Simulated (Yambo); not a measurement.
Yambo run on ZnS (space group P6_3mc, No. 186). The wavefunctions are norm-conserving LDA (Quantum ESPRESSO, 84 Ry, scalar-relativistic) ones on a 3×3×1 mesh (78 occupied bands); a = 3.8080 Å, b = 3.8080 Å, c = 18.6787 Å, α = 90.00°, β = 90.00°, γ = 120.00°.

Yambo input:

```
rim_cut
gw0
dyson
el_el_corr
HF_and_locXC
ppa
em1d
RandQpts= 1000000
RandGvec= 1 Ry
EXXRLvcs= 84 Ry
VXCRLvcs= 336 Ry
Chimod= "HARTREE"
% BndsRnXp
 25 | 374 |
%
NGsBlkXp= 7 Ry
% LongDrXp
 1.0 | 1.0 | 1.0 |
%
PPAPntXp= 27.2114 eV
% GbndRnge
 1 | 254 |
%
GTermKind= "BG"
DysSolver= "n"
ExtendOut
% QPkrange
 1 | 1 | 78 | 79 |
%
```

k points by index: 1 = Γ.

The o-*.qp file then holds:

```
#    K-point    Band    Eo [eV]    E [eV]    E-Eo [eV]    Vxc [eV]    Vnlxc [eV]    Sc|Eo [eV]    Sc|E [eV]    dSc/dw|Eo [eV]    Re(Z)    Im(Z)
#
    1    78    0.000000    -0.814579    -0.814579    -16.58655    -19.98768    2.369320    2.586559    -7.256014    0.789479    -0.001362
    1    79    1.920894    2.674632    0.753738    -11.93396    -7.223437    -3.783519    -3.956788    -6.254443    0.813108    -0.001257
```
(The two width columns are left out.) Convergence of these settings isn't established.

Geometry of the Materials Project entry, not relaxed at this level.
